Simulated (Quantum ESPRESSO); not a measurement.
pw.x input (Quantum ESPRESSO 7.5; PBEsol, PseudoDojo standard norm-conserving files, scalar-relativistic):

```
&CONTROL
  calculation = 'scf'
  pseudo_dir = './pseudo'
  outdir = './out'
  tprnfor = .true.
  tstress = .true.
/
&SYSTEM
  ibrav = 0
  nat = 12
  ntyp = 2
  ecutwfc = 84.0
  ecutrho = 336.0
  occupations = 'smearing'
  smearing = 'fd'
  degauss = 0.002
  nbnd = 38
/
&ELECTRONS
  conv_thr = 1.2e-09
/
ATOMIC_SPECIES
O 15.9990 O.upf
Si 28.0850 Si.upf
CELL_PARAMETERS angstrom
 -2.623335000000   4.776755000000   4.441675000000
  2.623335000000  -4.776755000000   4.441675000000
  2.623335000000   4.776755000000  -4.441675000000
ATOMIC_POSITIONS crystal
O   0.130690000000   0.880690000000   0.250000000000
O   0.869310000000   0.119310000000   0.750000000000
O   0.793180000000   0.500000000000   0.793180000000
O   0.206820000000   0.500000000000   0.206820000000
O   0.206820000000   0.000000000000   0.706820000000
O   0.793180000000   0.000000000000   0.293180000000
O   0.000000000000   0.000000000000   0.000000000000
O   0.500000000000   0.000000000000   0.500000000000
Si   0.929540000000   0.844940000000   0.084600000000
Si   0.070460000000   0.155060000000   0.915400000000
Si   0.260340000000   0.844940000000   0.415400000000
Si   0.739660000000   0.155060000000   0.584600000000
K_POINTS automatic
6 6 6 0 0 0
```

End of the output:

```

[...]
     the Fermi energy is     1.9510 ev
!    total energy              =    -298.82085548 Ry
     estimated scf accuracy    <          4.8E-10 Ry
     smearing contrib. (-TS)   =       0.00000000 Ry
     internal energy E=F+TS    =    -298.82085548 Ry
     The total energy is F=E-TS. E is the sum of the following terms:
     one-electron contribution =    -293.19868499 Ry
     hartree contribution      =     173.30601836 Ry
     xc contribution           =     -79.89845685 Ry
     ewald contribution        =     -99.02973199 Ry
     convergence has been achieved in  11 iterations
     Forces acting on atoms (cartesian axes, Ry/au):
     atom    1 type  1   force =    -0.00000000    0.00000000    0.00444360
     atom    2 type  1   force =    -0.00000000   -0.00000000   -0.00444360
     atom    3 type  1   force =     0.00000000   -0.00558559    0.00000000
     atom    4 type  1   force =     0.00000000    0.00558559    0.00000000
     atom    5 type  1   force =     0.00000000    0.00558559    0.00000000
     atom    6 type  1   force =     0.00000000   -0.00558559   -0.00000000
     atom    7 type  1   force =     0.00000000    0.00000000   -0.00000000
     atom    8 type  1   force =     0.00000000   -0.00000000   -0.00000000
     atom    9 type  2   force =     0.00000000    0.00408750   -0.00229133
     atom   10 type  2   force =    -0.00000000   -0.00408750    0.00229133
     atom   11 type  2   force =    -0.00000000   -0.00408750   -0.00229133
     atom   12 type  2   force =    -0.00000000    0.00408750    0.00229133
     Total force =     0.015878     Total SCF correction =     0.000015
     Computing stress (Cartesian axis) and pressure
          total   stress  (Ry/bohr**3)                   (kbar)     P=       10.87
   0.00007194   0.00000000   0.00000000           10.58        0.00        0.00
   0.00000000   0.00007231   0.00000000            0.00       10.64        0.00
   0.00000000   0.00000000   0.00007740            0.00        0.00       11.39
```
In a gapped system the printed Fermi energy is only some level inside the gap.

Geometry of the Materials Project entry, not relaxed at this level.
